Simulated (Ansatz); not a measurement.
Pd (fcc, Cu type)

Space group Fm-3m (No. 225); a = 3.943 Å, b = 3.943 Å, c = 3.943 Å, α = 90.00°, β = 90.00°, γ = 90.00°

| atom | site | symmetry | x | y | z |
|---|---|---|---|---|---|
| Pd | 4a | m-3m | 0.0000 | 0.0000 | 0.0000 |
(The calculation used a cell of 1 atom; values per cell refer to that cell.)

The relaxed cell is deformed in two ways at once: its volume V is scaled, and at that volume it is stretched along z (the c axis of the conventional cell) so that c/a changes. Fractional atomic positions are held.

All values below come from PBE (plane waves to 420 eV, PAW, scalar-relativistic; Ansatz, a quantum-chemistry and plane-wave program). k mesh 20×20×20 (Γ-centred), Fermi-Dirac smearing 0.05 eV. Stress and pressure are positive under compression. With partly filled bands, the response to shear is sensitive to the k mesh, so small differences along c/a are uncertain. Pd is run without spin polarisation. Pd was relaxed with its symmetry unable to fall. The PAW data are Ansatz's earlier set. The last digit holds for this mesh only.

Changes of σxx (GPa) from the point V/V₀ = 1.000, (c/a)/(c/a)₀ = 1.000 when one coordinate moves alone (two changes are said to add if the coupling is within 5 % of the smaller one, nearly so within 20 %):

```csv
point,change
"V/V₀ = 1.000, (c/a)/(c/a)₀ = 0.920",-0.51
"V/V₀ = 1.000, (c/a)/(c/a)₀ = 0.960",-0.43
"V/V₀ = 0.960, (c/a)/(c/a)₀ = 1.000",7.68
"V/V₀ = 0.980, (c/a)/(c/a)₀ = 1.000",3.59
"V/V₀ = 1.020, (c/a)/(c/a)₀ = 1.000",-3.15
"V/V₀ = 1.040, (c/a)/(c/a)₀ = 1.000",-5.91
"V/V₀ = 1.000, (c/a)/(c/a)₀ = 1.040",0.85
"V/V₀ = 1.000, (c/a)/(c/a)₀ = 1.080",2.00
```

**Question.** Do the two effects add at V/V₀ = 0.960, (c/a)/(c/a)₀ = 1.080? Give the computed change.

**Answer.** The sum of the single changes is 7.68 + (2.00) = 9.68; the calculation gives 10.06, so the coupling contributes 0.38 (under 20 % of the smaller single change, nearly additive).

(Under strain, the slope of the energy per volume gives the stress and its curvature an elastic modulus.)
